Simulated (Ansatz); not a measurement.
MoPt, in the lowest of the structures calculated here: Pmma (No. 51), oP4; a = 4.455 Å, b = 2.719 Å, c = 4.913 Å, α = β = γ = 90.00°; Mo 2e (0.250, 0.000, 0.164); Pt 2f (0.250, 0.500, 0.664). Level of theory: PBEsol (plane waves to 420 eV, PAW, scalar-relativistic; Ansatz, a first-principles code). Element references, the lowest calculated here: Pt (Fm-3m), Mo (Im-3m).

Total energies (eV/atom, σ → 0; comparable only within this code, potentials and settings):

| phase | E (eV/atom) |
|---|---|
| MoPt (Pmma) | -8641.002 |
| Pt (Fm-3m) | -12383.821 |
| Mo (Im-3m) | -4897.468 |
| MoPt2 (Immm) | -9888.770 |

Task: What is the formation energy of this Pmma form of MoPt from the elements?

Result: E_f = -8641.002 − [1 × (-4897.468) + 1 × (-12383.821)] / 2 = -0.36 eV/atom (-0.7 eV per formula unit).

Task: Is it stable against the other phases calculated?

Result: Yes: the most favourable decomposition, MoPt → 0.5 Mo + 0.5 MoPt2 (Mo Im-3m, MoPt2 Immm), costs 0.06 eV/atom.

Task: Over what range of chemical potentials is MoPt stable among the phases calculated here? Give the corners of its window as Δμ = μ − μ(element).

Result: 
```tsv
in equilibrium with	Δμ(Mo) (eV)	Δμ(Pt) (eV)
Mo	0.00	-0.71
MoPt2	-0.23	-0.48
```

At every corner Σ nΔμ equals the formation energy, about -0.7 eV per formula unit; the corners carry the error of several atoms' energies, a few 0.01 eV.

This is the hull of the energies calculated here, no anion corrections; phases that were not calculated are missing from it. Values are rounded to 0.01 eV/atom. Spin-orbit coupling is missing from these energies, which matters for elements this heavy. The compounds carry no spin polarisation.
